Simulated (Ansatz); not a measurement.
NbAs:
```
NbAs
1.0
    3.42777     0.00000     0.00000
   -1.71388     2.96853     0.00000
    0.00000     0.00000     3.45920
Nb As
1 1
Direct
  0.00000   0.00000   0.00000
  0.66667   0.33333   0.50000
```

Relaxed with r²SCAN. Special points in fractions of this cell's reciprocal vectors: Γ (0.000, 0.000, 0.000); M (0.500, 0.000, 0.000); K (0.333, 0.333, 0.000); A (0.000, 0.000, 0.500); L (0.500, 0.000, 0.500); H (0.333, 0.333, 0.500).

Task: List the band energies nearest the Fermi level at these points for plane-wave PAW r²SCAN (Ansatz code).

Result: In eV from the Fermi level; about four levels below and three above (degenerate sets whole), none deeper than 8.9 eV; points with the same levels are listed once.

```csv
k,below,above
Γ,-2.62 -2.09 -2.09 -0.44,1.54 1.54 4.84 4.84
M,-6.23 -2.96 -2.18 -0.55,1.00 2.82 3.37
K,-5.44 -4.23 -2.83 -0.03,1.02 1.78 1.82
A,-1.34 -1.34 -0.22 -0.22,2.14 3.89 3.89
L,-5.05 -4.53 -3.17 -0.30,2.65 2.87 4.02
H,-5.54 -4.69 -2.66 -0.35,2.63 3.73 4.94
```

Space group P-6m2. A made-up cell: these elements were put on the sites of a structure type; neither database checked (COD, Materials Project) lists it. COD files the formula under space group No. 109, so this cell is another polymorph or a model. Its standing as an ambient phase is unchecked. Symmetry was held in the r²SCAN relaxation; its stability against distortions is not shown here. The run is not spin-polarised. Scalar-relativistic: spin–orbit coupling is off unless named, which matters more the heavier the elements.

Potentials: the later of the program's two PAW sets.
